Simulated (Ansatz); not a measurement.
The calculation used Ansatz 0.2.0, DFT PBE, scalar-relativistic, plane waves, PAW. Settings: cutoff 420 eV, Γ-centred meshes spaced at most about 0.3 Å⁻¹, and about 0.25 Å⁻¹ or finer for metals (2π included), Gaussian smearing. No spin polarisation in the final relaxations.

These are static total energies at zero pressure.

Two relaxed structures of SiGeTe2S2:

A. Space group P6/mmm (No. 191), hexagonal, a = 4.470 Å, c = 10.510 Å. Around Si lie 6 S at 2.58 Å and 2 Te at 2.75 Å; around Ge lie 2 Te at 2.51 Å; Te has 1 Ge at 2.51 Å and 1 Si at 2.75 Å; around S lie 3 S at 2.58 Å and 3 Si at 2.58 Å.

B. Space group P4/mmm (No. 123), tetragonal, a = 4.331 Å, c = 9.204 Å. Around Si lie 4 S at 2.17 Å; Ge has 8 Te at 3.36 Å; around Te lie 1 Te at 2.77 Å and 4 Ge at 3.36 Å; S is surrounded by 2 Si at 2.17 Å.

Task: Which form is favoured at zero pressure, and by what margin per atom?

Result: B is lower, by 266 meV/atom. A has space group P6/mmm (No. 191), 30.3 Å³/atom and no gap on its mesh; B has space group P4/mmm (No. 123), 28.8 Å³/atom and no gap. The shortest distance is 2.51 Å (Ge–Te) in A and 2.17 Å (Si–S) in B. B holds Te–Te pairs (shortest 2.77 Å); in A the shortest Te–Te distance is 4.47 Å. Even the lower one lies +0.36 eV/atom against the reference forms of the elements (uncorrected), so neither is stable at this level. Both come from invented guesses. A third cell relaxed alike, in I4/mmm, lies 0.32 eV/atom below the lower of the two.

No dispersion correction is applied, so the spacing and binding between layers, chains or molecules are poorly described (P4/mmm), and this can change margins and order among such cells. Spin–orbit coupling, which can matter for Te, is left out. Cells relaxed within their symmetry can be saddle points.
